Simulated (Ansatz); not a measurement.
KTaO$_{3}$:
```yaml
crystal:
  lattice:
    - [3.99013, 0.00000, 0.00000]
    - [0.00000, 3.99013, 0.00000]
    - [0.00000, 0.00000, 3.99013]
  atoms:
    - { symbol: K, position: [0.00000, 0.00000, 0.00000] }
    - { symbol: Ta, position: [0.50000, 0.50000, 0.50000] }
    - { symbol: O, position: [0.00000, 0.50000, 0.50000] }
    - { symbol: O, position: [0.50000, 0.50000, 0.00000] }
    - { symbol: O, position: [0.50000, 0.00000, 0.50000] }
```

This is the r²SCAN-relaxed structure.

Problem. All from the program Ansatz at the r²SCAN level (PAW), unless another level is named. Predict the highest zone-centre frequency (without LO–TO term).

Solution. 531 cm⁻¹.

Problem. Next, the Debye temperature from the elastic constants?

Solution. 621 K.

Problem. Give the elastic constants (relaxed ions, GPa).

Solution. C11 = 462, C12 = 82.8, C44 = 108.

Space group Pm-3m (cubic perovskite). Symmetry was held in the r²SCAN relaxation; phonons on a q-mesh show weakly imaginary modes. The run is not spin-polarised. Scalar-relativistic: spin–orbit coupling is off unless named, which matters more the heavier the elements.

Potentials: the later of the program's two PAW sets.
